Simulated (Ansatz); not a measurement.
ZrRu (rock salt, Fm-3m) under volume change, DFT-PBEsol in the program Ansatz with PAW potentials, scaled uniformly.

| V (Å³/atom) | E − E(relaxed) (meV/atom) | P (GPa) |
|---|---|---|
| 16.812 | 84.9 | 17.76 |
| 17.366 | 35.7 | 10.89 |
| 17.920 | 8.4 | 5.02 |
| 18.474 | 0.0 | 0.00 |
| 19.029 | 7.6 | -4.29 |
| 19.583 | 29.0 | -7.96 |
| 20.137 | 62.0 | -11.09 |

Task: What does a third-order Birch–Murnaghan fit give for V₀, B₀ and B′?

Result: V₀ = 18.47 Å³/atom, B₀ = 154 GPa, B′ = 4.2.

The start of the workflow was typed in or built on a structure type; neither database checked (COD, Materials Project) lists it. COD files the formula under space group No. 221, so this cell is another polymorph or a model. Its standing as an ambient phase is unchecked. Symmetry was held in the PBEsol relaxation. At this level the phase is mechanically unstable. No spin polarisation was allowed.

Potentials: the earlier of the program's two PAW sets.
